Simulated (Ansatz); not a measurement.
SiC (zinc blende, space group No. 216), plane-wave PAW PBEsol (Ansatz code): ε∞ = 7.06, cell volume 20.68 Å³. Infrared-active transverse modes:

```csv
ω_TO (cm⁻¹),oscillator strength S_xx (e²/amu)
786.7,0.8790
```

Question: Compute the static dielectric constant.

Answer: Each mode adds (4.921e7/V) S/ω²: 3.38. So ε0 = 10.4.

Question: What LO frequency does the Lyddane–Sachs–Teller relation give?

Answer: ω_LO = ω_TO √(ε0/ε∞) = 957 cm⁻¹.

Space group F-43m (zinc blende). Symmetry was held in the PBEsol relaxation.

Potentials: the earlier of the program's two PAW sets. The files were generated under PBE; for other functionals the program regenerates the frozen cores, and for LDA and PBEsol the local potential too.
